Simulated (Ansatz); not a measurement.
Relaxed-ion elastic tensor of GaAs (CsCl type, Pm-3m) in GPa (Voigt order), the program Ansatz at the PBEsol level (PAW); density 6.61 g/cm³, 18.17 Å³ per atom.

|  | 1 | 2 | 3 | 4 | 5 | 6 |
|---|---|---|---|---|---|---|
| 1 | 64.0 | 75.4 | 75.4 | 0.0 | 0.0 | 0.0 |
| 2 | 75.4 | 64.0 | 75.4 | 0.0 | 0.0 | 0.0 |
| 3 | 75.4 | 75.4 | 64.0 | 0.0 | 0.0 | 0.0 |
| 4 | 0.0 | 0.0 | 0.0 | 17.8 | 0.0 | 0.0 |
| 5 | 0.0 | 0.0 | 0.0 | 0.0 | 17.8 | 0.0 |
| 6 | 0.0 | 0.0 | 0.0 | 0.0 | 0.0 | 17.8 |

### Question
Is the crystal mechanically stable?

### Answer
No: the smallest eigenvalue of C is -11.4 GPa.

The cell is a constructed one: a structure type filled with these elements; neither database checked (COD, Materials Project) lists it. It is not the phase usual at ambient conditions (space group No. 216). The PBEsol relaxation kept the symmetry of its start. At this level the phase is mechanically unstable. As this level gives no gap, shear constants depend on the k-mesh and smearing (Fermi–Dirac, 0.1 eV here). On the denser mesh and wider smearing of the elastic run this cell carries a stress of 0.3 GPa.

Potentials: the later of the program's two PAW sets.
